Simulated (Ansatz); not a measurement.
Input file for Ansatz (an electronic-structure program):

Ansatz 0.2 input:
```yaml
crystal:
  lattice:
    - [3.9405316155, 0.0, 0.0]
    - [-1.9702658078, 3.4126004835, 0.0]
    - [0.0, 0.0, 6.1880074878]
  atoms:
    - { symbol: La, position: [0.6666666667, 0.3333333333, 0.7526296393] }
    - { symbol: La, position: [0.3333333333, 0.6666666667, 0.2473703607] }
    - { symbol: O, position: [0.6666666667, 0.3333333333, 0.3546921128] }
    - { symbol: O, position: [0.3333333333, 0.6666666667, 0.6453078872] }
    - { symbol: O, position: [0.0, 0.0, 0.0] }
kpoints:
  mp_grid: { grid: [7, 7, 4] }
  band_path:
    path:
      - [[0.0, 0.0, 0.0], [0.5, 0.0, 0.0], [0.3333333333, 0.3333333333, 0.0], [0.0, 0.0, 0.0], [0.0, 0.0, 0.5], [0.5, 0.0, 0.5], [0.3333333333, 0.3333333333, 0.5], [0.0, 0.0, 0.5]]  # Γ-M-K-Γ-A-L-H-A
      - [[0.5, 0.0, 0.5], [0.5, 0.0, 0.0]]  # L-M
      - [[0.3333333333, 0.3333333333, 0.5], [0.3333333333, 0.3333333333, 0.0]]  # H-K
      - [VBM, CBM]
    npoints: 8
basis: { ecutwfc: 600, xc_grid: 2 }
hamiltonian:
  xc: pbe
  pseudopotentials: { azcp: { folder: ./paw }, kind: paw_fr }
magnetization: { noncollinear: true, spin_orbit: true }
scf:
  n_extra_bands: 12
  convergence: { dr2_threshold: 0.0000000001 }
  occupations: { method: gaussian, width: 0.01 }
checkpoint: { write: soc.run }
output: { eigenvalues: true }
```

Output (shortened):

```
Pseudopotential: La, paw, valence charge 11
Pseudopotential: O, paw, valence charge 6
Functional definition: PBE
non-collinear run that drives no moment, with spin-orbit …
Crystal: 5 atoms, lattice volume = 83.213 Å³
Basis set: ecut = 600 eV, 2767 PW (Γ), exchange–correlation on 64×64×100 points (8 copies of the dense FFT grid, shifted against one another)
Bands: 52, of which v1, the nominal top of the filled ones, is band 40 counted from 1 (39 counted from 0)
Symmetry: 12 space group operations + 12 with time reversal
k-points: 28 of 196
Projection manifold: j_resolved (fully-relativistic pseudo-atomic orbitals)
SCF iter   1: F=—  HF=-14223.470858 eV  |F-HF|=—  |Δ(HF+E_count)|=         —  Δρ=6.05e-2  dr2=2.87e0  dr2_m=0.00e0 (ungated)  ethr=3.10e-3  |M|=0.00e0 ∫|m|=0.00e0 μB  |m|>n=0.0e0 m-floor=0.0e0 τ_xc=0.0e0  β_m=0.30  ⟨swp⟩=5.0  Hψ=3702  notcnv=0
preconditioner: auto → Resta (q_TF=auto, 2.415 Å⁻¹)
spin=Noncollinear: Resta preconditioning applied to the charge; magnetization (m_x, m_y, m_z) channels mix plain (no charge-response kernel on spin).
SCF iter   2: F=—  HF=-14223.108089 eV  |F-HF|=—  |Δ(HF+E_count)|=   3.63e-1  Δρ=2.79e-2  dr2=7.98e-1  dr2_m=0.00e0 (ungated)  ethr=3.10e-3  |M|=0.00e0 ∫|m|=0.00e0 μB  |m|>n=0.0e0 m-floor=0.0e0 τ_xc=0.0e0  β_m=0.38  ⟨swp⟩=4.7  Hψ=1371  notcnv=0  defer=174
SCF iter   3: F=—  HF=-14223.101940 eV  |F-HF|=—  |Δ(HF+E_count)|=   6.15e-3  Δρ=1.80e-2  dr2=3.61e-1  dr2_m=0.00e0 (ungated)  ethr=2.00e-3  |M|=0.00e0 ∫|m|=0.00e0 μB  |m|>n=0.0e0 m-floor=0.0e0 τ_xc=0.0e0  β_m=0.69  ⟨swp⟩=4.2  Hψ=888  notcnv=0  defer=174
SCF iter   4: F=—  HF=-14223.122465 eV  |F-HF|=—  |Δ(HF+E_count)|=   2.05e-2  Δρ=7.10e-3  dr2=3.90e-2  dr2_m=0.00e0 (ungated)  ethr=9.02e-4  |M|=0.00e0 ∫|m|=0.00e0 μB  |m|>n=0.0e0 m-floor=0.0e0 τ_xc=0.0e0  β_m=0.66  ⟨swp⟩=5.4  Hψ=1514  notcnv=0  defer=174
SCF iter   5: F=—  HF=-14223.123013 eV  |F-HF|=—  |Δ(HF+E_count)|=   5.48e-4  Δρ=2.74e-3  dr2=6.78e-3  dr2_m=0.00e0 (ungated)  ethr=9.76e-5  |M|=0.00e0 ∫|m|=0.00e0 μB  |m|>n=0.0e0 m-floor=0.0e0 τ_xc=0.0e0  β_m=0.71  ⟨swp⟩=3.4  Hψ=1367  notcnv=0  defer=182
SCF iter   6: F=—  HF=-14223.127393 eV  |F-HF|=—  |Δ(HF+E_count)|=   4.38e-3  Δρ=8.53e-4  dr2=7.75e-4  dr2_m=0.00e0 (ungated)  ethr=1.69e-5  |M|=0.00e0 ∫|m|=0.00e0 μB  |m|>n=0.0e0 m-floor=0.0e0 τ_xc=0.0e0  β_m=0.85  ⟨swp⟩=4.3  Hψ=1309  notcnv=0  defer=182
SCF iter   7: F=—  HF=-14223.128718 eV  |F-HF|=—  |Δ(HF+E_count)|=   1.32e-3  Δρ=1.95e-4  dr2=4.50e-5  dr2_m=0.00e0 (ungated)  ethr=1.94e-6  |M|=0.00e0 ∫|m|=0.00e0 μB  |m|>n=0.0e0 m-floor=0.0e0 τ_xc=0.0e0  β_m=0.93  ⟨swp⟩=4.4  Hψ=1321  notcnv=0  defer=182
SCF iter   8: F=—  HF=-14223.128820 eV  |F-HF|=—  |Δ(HF+E_count)|=   1.02e-4  Δρ=3.97e-5  dr2=1.74e-6  dr2_m=0.00e0 (ungated)  ethr=1.12e-7  |M|=0.00e0 ∫|m|=0.00e0 μB  |m|>n=0.0e0 m-floor=0.0e0 τ_xc=0.0e0  β_m=0.96  ⟨swp⟩=2.1  Hψ=1208  notcnv=0  defer=182
SCF iter  12: F=-14223.128817 eV  HF=-14223.128817 eV  |F-HF|=4.00e-11  |Δ(HF+E_count)|=  3.27e-11  Δρ=1.93e-7  dr2=2.83e-11  dr2_m=0.00e0 (ungated)  ethr=1.00e-12  |M|=0.00e0 ∫|m|=0.00e0 μB  |m|>n=0.0e0 m-floor=0.0e0 τ_xc=0.0e0  ⟨swp⟩=19.5  Hψ=4768  notcnv=0
SCF 1 converged in 12 iterations: F = -14223.128817 eV  dr2 = 2.83e-11
NSCF: frozen V_eff on 34 k-points
NSCF: frozen V_eff on 34 k-points
NSCF: frozen V_eff on 34 k-points
NSCF: frozen V_eff on 34 k-points
NSCF: frozen V_eff on 34 k-points
NSCF: frozen V_eff on 6 k-points
NSCF: frozen V_eff on 19 k-points
NSCF: frozen V_eff on 24 k-points
NSCF: frozen V_eff on 24 k-points
NSCF: frozen V_eff on 17 k-points
NSCF: frozen V_eff on 84 k-points
SCF converged after 12 iterations
Magnetization: |M| = 0.0000 μB,  M = (+0.0000, +0.0000, +0.0000) μB
Absolute magnetization: 0.0000 μB (∫|m|)
  site 0: m = (+0.0000, +0.0000, +0.0000) μB, |m| = 0.0000 μB  (R = 0.98 Å)
  site 1: m = (+0.0000, +0.0000, +0.0000) μB, |m| = 0.0000 μB  (R = 0.98 Å)
  site 2: m = (+0.0000, +0.0000, +0.0000) μB, |m| = 0.0000 μB  (R = 0.98 Å)
  site 3: m = (+0.0000, +0.0000, +0.0000) μB, |m| = 0.0000 μB  (R = 0.98 Å)
  site 4: m = (+0.0000, +0.0000, +0.0000) μB, |m| = 0.0000 μB  (R = 1.13 Å)
Free energy (F): -14223.128817 eV
Harris-Foulkes:  -14223.128817 eV  (|F-HF|=4.00e-11)
Internal energy: -14223.128817 eV  (E = F + TS)
E sigma→0 (E₀):  -14223.128817 eV
Fermi energy:    11.314399 eV
--- Per-component energies (eV) ---
  E_band       = -20.340820
  E_kinetic    = 871.296233
  E_local      = -1518.812334  (includes V_loc(G=0)·N_el)
  E_nonlocal   = 342.768062
  E_hartree    = 567.765708
  E_xc         = -499.026279
  E_vxc        = -562.472284  (∫ρ·V_xc dr)
  E_paw        = -11339.352768  (= ΣΔE_a)
  E_vpaw       = -288.652401  (= ΣTr[D̂ρ^β])
  E_aug_tail   = 0.000571  (compensation charges beyond the density's cutoff)
  E_ewald      = -2647.768010
  E_smearing   =  0.000000  (= −TS)
  E_closure    = 0.000000  (closes the sum)
  Σ components = -14223.128817   (vs F -14223.128817, Δ=0.00e0)
  [band-id]    e_kinetic+e_local+e_nonlocal+2·e_hartree+e_vxc+e_vpaw+e_augmentation_tail = -20.340738   (vs E_band -20.340820, Δ=8.26e-5)
--- Band table (eV; the first three rows and the last of 28) ---
  k-point 0: bands = ["-20.4467", "-20.4467", "-20.2264", "-20.2264", "-7.6289", "-7.6289", "-6.2746", "-6.2746", "-5.8501", "-5.8501", "-5.4221", "-5.4221", "-5.0483", "-5.0483", "-3.2025", "-3.2025", "-2.9645", "-2.9645", "-2.8995", "-2.8995", "-2.5300", …
  k-point 1: bands = ["-20.4162", "-20.4162", "-20.2589", "-20.2589", "-7.5395", "-7.5395", "-6.2708", "-6.2708", "-6.1286", "-6.1286", "-5.2417", "-5.2417", "-5.0510", "-5.0510", "-3.1735", "-3.1735", "-2.9944", "-2.9944", "-2.8793", "-2.8793", "-2.5190", …
  k-point 2: bands = ["-20.3541", "-20.3541", "-20.3229", "-20.3229", "-7.4267", "-7.4267", "-6.3856", "-6.3856", "-6.2364", "-6.2364", "-5.1207", "-5.1207", "-5.0698", "-5.0698", "-3.1278", "-3.1278", "-3.0411", "-3.0411", "-2.8604", "-2.8604", "-2.5070", …
  k-point 27: bands = ["-20.2019", "-20.2019", "-20.1950", "-20.1950", "-8.1242", "-8.1242", "-7.7800", "-7.7800", "-6.4211", "-6.4211", "-5.2897", "-5.2897", "-4.6866", "-4.6866", "-3.5426", "-3.5426", "-3.0873", "-3.0873", "-2.4434", "-2.4434", "-1.8856", …
```

Cost: roughly 2.2 core-minutes on shared cores.

Space group P-3m1 (La2O3 or Ni2Al3 type). The cell was relaxed with PBE under the symmetry of its start.

Potentials: the earlier of the program's two PAW sets.

Ansatz is a plane-wave DFT program.
